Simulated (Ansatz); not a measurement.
# Fermi surface of NbRu (P4/mmm)

```
Nb Ru
1.0
     3.03171    0.00000    0.00000
     0.00000    3.03171    0.00000
     0.00000    0.00000    3.37012
Nb Ru
1 1
Direct
  0.00000 0.00000 0.00000
  0.50000 0.50000 0.50000
```

Level of theory, where no other is named: PBEsol, all-electron LAPW in Ansatz 0.2.0, with spin-orbit coupling. k mesh 12×12×10, fine mesh 14×14×12, Fermi-Dirac smearing of 0.100 eV, basis error target 1 meV/atom. The cell was relaxed by PAW under this functional.

Levels and slopes are solved on a 14×14×12 mesh, and each state is taken as quadratic over its cell.

Q: What is the density of states at the Fermi level, and which bare Sommerfeld coefficient follows?

A: N(E_F) = 1.14 states/eV/atom (both spins), so γ = (π²/3) k_B² N(E_F) = 2.69 mJ/(mol-atom K²) without electron-phonon or spin-fluctuation enhancement.

Q: What Drude plasma energy and σ/τ do the band velocities give?

A: (ħω_p,α)² = (e²/ε₀VN_k) Σ_nkσ (∂E/∂k_α)² δ(E − E_F) gives ħω_p = (7.29, 7.29, 7.37) eV along x, y, z, and σ/τ = ε₀ω_p² = 10.8×10²⁰ Ω⁻¹m⁻¹s⁻¹ along x. Weighted by the density of states, the mean Fermi speed is 0.493×10⁶ m/s; the surface has an area of 29.6 Å⁻² for each spin direction.

Q: Which bands cross the Fermi level, and what do they carry?

A: 

```tsv
band	filled part	N (states/eV/cell)	speed (10⁶ m/s)	5th to 95th percentile	area (Å⁻²)	filling
1	1.00	0.0113	0.816	0.69 to 0.93	0.486	nearly full
2	1.00	0.0113	0.816	0.69 to 0.93	0.486	nearly full
3	0.97	0.0517	0.974	0.80 to 1.18	2.65	nearly full
4	0.97	0.0517	0.974	0.80 to 1.18	2.65	nearly full
5	0.43	0.69	0.477	0.23 to 0.70	17.3	partly filled
6	0.43	0.69	0.477	0.23 to 0.70	17.3	partly filled
7	0.11	0.388	0.447	0.24 to 0.71	9.13	partly filled
8	0.11	0.388	0.447	0.24 to 0.71	9.13	partly filled
```

Q: Map the plane k₃ = 0 of the mesh: how many bands lie under the Fermi level at each point, counted from the least on the plane?

A: k₁ runs to the right and k₂ upwards, each from −½ to ½ with 0 in the middle (the axes needn't be at right angles):
```
22444688864442
24444688864444
44444466644444
44444444444444
66644444444466
88864444444688
88864444444688
88864444444688
66644444444466
44444444444444
44444466644444
24444688864444
22444688864442
02244688864422
```

Q: Tabulate the nesting function ξ(q) = Σ δ(ε_k) δ(ε_k+q) on the lines that the mesh holds, over its zone mean.

A: The deltas are Gaussians of 0.1 to 0.2 eV, set by mesh and band speed, and are averaged over mesh cells, which smears them further. ξ grows towards q = 0 in any metal, and zigzags from point to point can be the mesh's; no second mesh was run.

```json
{
  "Fine mesh": "14, 14, 12"
}
```

| line | part | nesting |
| --- | --- | --- |
| Gamma-X | 0.143 | 1.583 |
| Gamma-X | 0.286 | 1.306 |
| Gamma-X | 0.429 | 1.077 |
| Gamma-X | 0.571 | 1.031 |
| Gamma-X | 0.714 | 0.9914 |
| Gamma-X | 0.857 | 1.04 |
| Gamma-X | 1 | 0.9962 |
| X-M | 0 | 0.9962 |
| X-M | 0.143 | 0.9962 |
| X-M | 0.286 | 0.9907 |
| X-M | 0.429 | 0.9894 |
| X-M | 0.571 | 1.031 |
| X-M | 0.714 | 1.161 |
| X-M | 0.857 | 1.327 |
| X-M | 1 | 1.395 |
| M-Gamma | 0 | 1.395 |
| M-Gamma | 0.143 | 1.297 |
| M-Gamma | 0.286 | 1.108 |
| M-Gamma | 0.429 | 1.075 |
| M-Gamma | 0.571 | 1.102 |
| M-Gamma | 0.714 | 1.194 |
| M-Gamma | 0.857 | 1.42 |
| Gamma-Z | 0.167 | 1.398 |
| Gamma-Z | 0.333 | 1.202 |
| Gamma-Z | 0.5 | 1.176 |
| Gamma-Z | 0.667 | 1.262 |
| Gamma-Z | 0.833 | 1.339 |
| Gamma-Z | 1 | 1.501 |
| Z-R | 0 | 1.501 |
| Z-R | 0.143 | 1.375 |
| Z-R | 0.286 | 1.165 |
| Z-R | 0.429 | 0.9761 |
| Z-R | 0.571 | 0.9038 |
| Z-R | 0.714 | 0.8751 |
| Z-R | 0.857 | 0.9017 |
| Z-R | 1 | 0.9269 |
| R-A | 0 | 0.9269 |
| R-A | 0.143 | 0.9357 |
| R-A | 0.286 | 0.8807 |
| R-A | 0.429 | 0.8843 |
| R-A | 0.571 | 0.9572 |
| R-A | 0.714 | 1.087 |
| R-A | 0.857 | 1.189 |
| R-A | 1 | 1.285 |
| A-Z | 0 | 1.285 |
| A-Z | 0.143 | 1.12 |
| A-Z | 0.286 | 1.007 |
| A-Z | 0.429 | 0.9797 |
| A-Z | 0.571 | 1.019 |
| A-Z | 0.714 | 1.058 |
| A-Z | 0.857 | 1.292 |
| A-Z | 1 | 1.501 |
| X-R | 0 | 0.9962 |
| X-R | 0.167 | 0.9612 |
| X-R | 0.333 | 1.028 |
| X-R | 0.5 | 0.9464 |
| X-R | 0.667 | 1.011 |
| X-R | 0.833 | 1.011 |
| X-R | 1 | 0.9269 |
| M-A | 0 | 1.395 |
| M-A | 0.167 | 1.119 |
| M-A | 0.333 | 1.094 |
| M-A | 0.5 | 1.035 |
| M-A | 0.667 | 0.9801 |
| M-A | 0.833 | 1.098 |
| M-A | 1 | 1.285 |

Q: What does PAW give for the same cell?

A: N(E_F) = 1.14 states/eV/atom and ħω_p,x = 7.29 eV.

Q: And without spin-orbit coupling?

A: N(E_F) = 1.16 states/eV/atom and ħω_p,x = 7.38 eV, on a 20×20×16 mesh.

Keep in mind: these sums move with the mesh, by several per cent and more for small sheets; the frozen-core PAW files of the compared runs were fitted under PBE, their cores solved anew for this functional.
